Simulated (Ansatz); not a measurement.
CoPdO2 in space group R-3m (No. 166; Pd on 3a, Co on 3b, O on 6c) under volume change, PBEsol (plane waves, PAW; program Ansatz), shape and atoms relaxed at each volume.

```
V (Å³/atom)  E − E(relaxed) (meV/atom)  P (GPa)
-----------  -------------------------  -------
9.174                             68.2    26.32
9.476                             28.6    16.03
9.779                              6.7     7.34
10.081                             0.0     0.00
10.383                             6.0    -6.19
10.686                            22.8   -11.42
10.988                            48.6   -15.81
```

**Question.** What does a third-order Birch–Murnaghan fit give for V₀, B₀ and B′?

**Answer.** V₀ = 10.08 Å³/atom, B₀ = 224 GPa, B′ = 4.6.

Symmetry was held in the PBEsol relaxation. The workflow began spin-polarised and lost its moments. No Hubbard U is applied.

Potentials: the later of the program's two PAW sets.
